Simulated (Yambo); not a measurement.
Yambo run on PtS2 (CdI2 type, space group P-3m1, No. 164). The wavefunctions come from this Quantum ESPRESSO step (PBEsol, PseudoDojo standard norm-conserving files, fully relativistic):

```
&CONTROL
  calculation = 'nscf'
  pseudo_dir = './pseudo'
  outdir = './out'
/
&SYSTEM
  ibrav = 0
  nat = 3
  ntyp = 2
  ecutwfc = 84.0
  ecutrho = 336.0
  occupations = 'fixed'
  force_symmorphic = .true.
  nbnd = 185
  noncolin = .true.
  lspinorb = .true.
/
&ELECTRONS
  conv_thr = 3.0000000000000004e-09
  diago_full_acc = .true.
  diago_thr_init = 1e-08
/
ATOMIC_SPECIES
S 32.0600 S.upf
Pt 195.0840 Pt.upf
CELL_PARAMETERS angstrom
  3.548740004000   0.000000000000   0.000000000000
 -1.774370002000   3.073298995000   0.000000000000
  0.000000000000   0.000000000000   5.597070000000
ATOMIC_POSITIONS crystal
S   0.666666667000   0.333333333000   0.779660000000
S   0.333333333000   0.666666667000   0.220340000000
Pt   0.000000000000   0.000000000000   0.000000000000
K_POINTS automatic
6 6 2 0 0 0
```

Yambo input:

```
rim_cut
gw0
dyson
el_el_corr
HF_and_locXC
ppa
em1d
RandQpts= 1000000
RandGvec= 1 Ry
EXXRLvcs= 84 Ry
VXCRLvcs= 336 Ry
Chimod= "HARTREE"
% BndsRnXp
 9 | 184 |
%
NGsBlkXp= 7 Ry
% LongDrXp
 1.0 | 1.0 | 1.0 |
%
PPAPntXp= 27.2114 eV
% GbndRnge
 1 | 184 |
%
GTermKind= "BG"
DysSolver= "n"
ExtendOut
% QPkrange
 1 | 1 | 30 | 31 |
 2 | 2 | 30 | 31 |
 4 | 4 | 30 | 31 |
 7 | 7 | 30 | 31 |
 8 | 8 | 30 | 31 |
 9 | 9 | 28 | 32 |
 13 | 13 | 30 | 31 |
 14 | 14 | 30 | 31 |
%
```

k points by index: 1 = Γ, 2 = A, 4 = (0, 0.167, -0.5), 7 = M, 8 = L, 9 = (0.167, 0.167, 0), 13 = K, 14 = H.

Resulting energies as the program prints them:

```
#    K-point    Band    Eo [eV]    E [eV]    E-Eo [eV]    Vxc [eV]    Vnlxc [eV]    Sc|Eo [eV]    Sc|E [eV]    dSc/dw|Eo [eV]    Re(Z)    Im(Z)
#
    1    30    -0.127214    -0.550774    -0.423559    -13.32484    -15.21123    1.340254    1.462835    -7.873752    0.775579    -0.001462
    1    31    2.602863    2.981608    0.378744    -16.45445    -12.94187    -3.028697    -3.133834    -7.554354    0.782706    0.581798E-3
    2    30    -0.620076    -1.074467    -0.454390    -13.70310    -15.85888    1.571758    1.701390    -7.761777    0.778062    -0.001387
    2    31    2.819592    3.215411    0.395819    -16.78147    -13.10278    -3.171149    -3.282874    -7.680400    0.779879    -0.295931E-3
    4    30    0.000000    -0.247074    -0.247074    -16.72836    -19.42739    2.382599    2.451960    -7.636344    0.780863    -0.001359
    4    31    1.657467    2.027770    0.370303    -16.11486    -12.82161    -2.823645    -2.922951    -7.296109    0.788562    -0.001262
    7    30    -1.790384    -1.836513    -0.046129    -18.60649    -22.33796    3.671243    3.685337    -8.268155    0.766948    -0.003070
    7    31    2.152938    2.600367    0.447430    -16.69534    -12.79485    -3.331095    -3.453058    -7.415474    0.785842    -0.001772
    8    30    -1.335645    -1.812161    -0.476517    -13.22483    -15.92851    2.087436    2.227159    -7.976338    0.773314    -0.002186
    8    31    2.367057    2.789652    0.422595    -16.56997    -12.77989    -3.250322    -3.367486    -7.541781    0.782984    -0.002093
    9    28    -1.094567    -1.347282    -0.252715    -16.86025    -20.25775    3.072885    3.144794    -7.739462    0.778559    -0.001431
    9    29    -0.029482    -0.360618    -0.331136    -15.45189    -17.88538    2.008672    2.102359    -7.696860    0.779509    -0.001377
    9    30    -0.029482    -0.360618    -0.331136    -15.45189    -17.88538    2.008672    2.102359    -7.696860    0.779509    -0.001377
    9    31    1.590553    1.987966    0.397413    -15.68122    -12.13212    -3.045685    -3.151688    -7.256696    0.789464    -0.001382
    9    32    1.590553    1.987966    0.397413    -15.68122    -12.13212    -3.045685    -3.151688    -7.256696    0.789464    -0.001382
    13    30    -0.881063    -1.046356    -0.165293    -18.12460    -21.73173    3.395082    3.441837    -7.691939    0.779619    -0.001354
    13    31    1.330952    1.763414    0.432462    -16.17651    -12.57569    -3.053593    -3.168362    -7.220219    0.790300    -0.001296
    14    30    -1.143944    -1.293924    -0.149979    -18.41619    -22.28796    3.679180    3.721792    -7.726382    0.778851    -0.001127
    14    31    2.164828    2.599449    0.434622    -16.46200    -12.52814    -3.378265    -3.499243    -7.572061    0.782303    -0.001989
```
(The two width columns are left out.) Convergence of these settings isn't established.

Geometry of the Materials Project entry, not relaxed at this level.

The distance between layers or molecules is the database entry's, not relaxed here. Functionals without dispersion can leave it too large, which widens gaps and weakens the response across layers: the numbers belong to this cell.
